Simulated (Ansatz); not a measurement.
WO$_{3}$:
```cif
data_O3W
_chemical_formula_sum 'W1 O3'
_space_group_name_H-M_alt 'P 1'
_space_group_IT_number 1
_cell_length_a 3.77653
_cell_length_b 3.77653
_cell_length_c 3.77653
_cell_angle_alpha 90.000
_cell_angle_beta 90.000
_cell_angle_gamma 90.000
loop_
_space_group_symop_operation_xyz
  'x, y, z'
loop_
_atom_site_label
_atom_site_type_symbol
_atom_site_fract_x
_atom_site_fract_y
_atom_site_fract_z
_atom_site_occupancy
W1 W 0.00000 0.00000 0.00000 1
O1 O 0.00000 0.00000 0.50000 1
O2 O 0.50000 0.00000 0.00000 1
O3 O 0.00000 0.50000 0.00000 1
```

Relaxed with LDA.

**Question.** Which orbitals make up the states near the band edges in LDA (plane waves, PAW; program Ansatz)?

**Answer.** Top 1 eV of the valence band: O 2p 99 %. Bottom 1 eV of the conduction band: W 5d 83 %, O 2p 16 %. Projections are on Löwdin-orthogonalised atomic valence shells; empty p or d shells of many metals are not among them.

**Question.** Tabulate the density of states.

**Answer.** States/eV per cell of 4 atoms, in 0.25 eV bins, energy from the valence-band maximum.

```csv
E (eV),total,O 2p,W 5d,O 2s
-7.38,0.00,0.00,0.00,0.00
-7.13,2.74,1.61,0.98,0.02
-6.88,1.56,0.96,0.46,0.02
-6.63,1.54,0.98,0.42,0.04
-6.38,1.30,0.86,0.30,0.04
-6.13,0.99,0.67,0.20,0.03
-5.88,0.99,0.68,0.20,0.04
-5.63,1.75,1.13,0.52,0.04
-5.38,2.70,1.73,0.83,0.05
-5.13,2.87,1.88,0.84,0.05
-4.88,2.48,1.63,0.74,0.04
-4.63,2.48,1.64,0.76,0.03
-4.38,2.82,1.90,0.82,0.04
-4.13,3.07,2.13,0.83,0.04
-3.88,3.98,2.74,1.11,0.05
-3.63,3.76,2.63,1.02,0.03
-3.38,2.80,2.14,0.55,0.03
-3.13,2.10,1.66,0.36,0.02
-2.88,1.90,1.54,0.27,0.02
-2.63,1.51,1.24,0.21,0.02
-2.38,1.82,1.54,0.19,0.02
-2.13,1.88,1.66,0.15,0.02
-1.88,2.63,2.40,0.16,0.02
-1.63,3.69,3.43,0.18,0.03
-1.38,4.90,4.66,0.14,0.03
-1.13,4.29,4.17,0.05,0.02
-0.88,2.81,2.75,0.03,0.01
-0.63,2.42,2.38,0.01,0.00
-0.38,2.23,2.21,0.01,0.00
-0.13,2.00,1.99,0.00,0.00
0.12,0.00,0.00,0.00,0.00
0.37,0.00,0.00,0.00,0.00
0.62,0.06,0.00,0.06,0.00
0.87,0.28,0.03,0.25,0.00
1.12,0.53,0.09,0.44,0.00
1.37,0.50,0.10,0.39,0.00
1.62,0.57,0.13,0.43,0.00
1.87,0.68,0.18,0.49,0.00
2.12,0.80,0.23,0.55,0.00
2.37,0.84,0.25,0.57,0.00
2.62,0.91,0.29,0.60,0.00
2.87,1.09,0.36,0.69,0.00
3.12,1.25,0.43,0.78,0.00
3.37,1.38,0.49,0.84,0.00
3.62,1.58,0.58,0.94,0.00
3.87,2.20,0.83,1.28,0.00
4.12,3.35,1.31,1.92,0.00
4.37,2.39,0.92,1.33,0.00
4.62,1.69,0.65,0.92,0.00
4.87,1.37,0.53,0.73,0.00
5.12,1.18,0.46,0.61,0.00
5.37,0.99,0.39,0.51,0.00
```

Space group Pm-3m (ReO3 type). The workflow started from a Materials Project entry (that database holds measured and hypothetical structures alike); the Crystallography Open Database copy checked does not list it. COD files the formula under space group No. 2, 14, 62, 129, 130, 191. Whether it is the stable phase at ambient conditions was not checked. Symmetry was held in the LDA relaxation. At this level the phase is dynamically unstable (imaginary phonons). No spin polarisation was allowed. No Hubbard U is applied. Spin–orbit coupling is left out wherever it is not named.

Potentials: the earlier of the program's two PAW sets. The files were generated under PBE; for other functionals the program regenerates the frozen cores, and for LDA and PBEsol the local potential too.
